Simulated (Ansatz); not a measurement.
Ti:
```xyz
2
Lattice="2.9348 0.0000 0.0000 -1.4674 2.5416 0.0000 0.0000 0.0000 4.6419" Properties=species:S:1:pos:R:3 pbc="T T T"
Ti     0.0000     1.6944     1.1605
Ti     1.4674     0.8472     3.4814
```

Relaxed with r²SCAN. Special points in fractions of this cell's reciprocal vectors: Γ (0.000, 0.000, 0.000); M (0.500, 0.000, 0.000); K (0.333, 0.333, 0.000); A (0.000, 0.000, 0.500); L (0.500, 0.000, 0.500); H (0.333, 0.333, 0.500).

List the band energies nearest the Fermi level at these points for DFT-r²SCAN in the program Ansatz with PAW potentials.

In eV from the Fermi level; about four levels below and three above (degenerate sets whole), none deeper than 8.9 eV; points with the same levels are listed once.

```csv
k,below,above
Γ,-6.66 -2.88,0.58 0.85 0.85
M,-2.53 -2.30 -1.95 -0.84,0.60 0.70 1.26
K,-1.76 -1.57 -1.57 -1.45,0.29 0.29 1.64
A,-4.70 -4.70,0.06 0.06 0.77 0.77 0.77 0.77
L,-2.69 -2.69 -0.88 -0.88,1.25 1.25 1.90 1.90
H,-1.10 -1.10 -0.35 -0.35,1.84 1.84 3.32 3.32
```

Space group P6_3/mmc (hcp (Mg type)). The r²SCAN relaxation kept the symmetry of its start. The run is not spin-polarised.

Potentials: the earlier of the program's two PAW sets.
